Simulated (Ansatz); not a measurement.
With r²SCAN+D4 in the plane-wave PAW code Ansatz, MoN₂ in the trigonal phase (R3m; Mo on 3a, N on 3a, N on 3a) relaxes to a = 2.967 Å, c = 14.238 Å. N on 3a has 3 nearest neighbours from 2.04 Å (trigonal pyramidal); N on 3a has 3 nearest neighbours from 2.04 Å (trigonal pyramidal). Its formation energy from the elements is 0.34 eV/atom, with no fitted shifts.

Electronic character: metallic (no gap). The magnetic state found is ferromagnetic. The net moment is 0.47 μB per atom.

The start of the workflow was typed in or built on a structure type; neither database checked (COD, Materials Project) lists it. Its standing as an ambient phase is unchecked. The r²SCAN+D4 relaxation kept the symmetry of its start; whether a distortion lowers the energy is not shown. Spin order of the final state: ferromagnetic, chosen from 2 collinear starts compared on coarse meshes (ties went to the first, and starts can fall back to one state), not a proven ground state. Its formation energy is positive at this level, so the cell may be metastable or incomplete. Other orbital occupations within this spin state were not tried. No Hubbard U is applied. The references are the lowest solids computed at this level, not always the standard phases (solids in place of the gases). Spin–orbit coupling is left out wherever it is not named.

Potentials: the later of the program's two PAW sets.
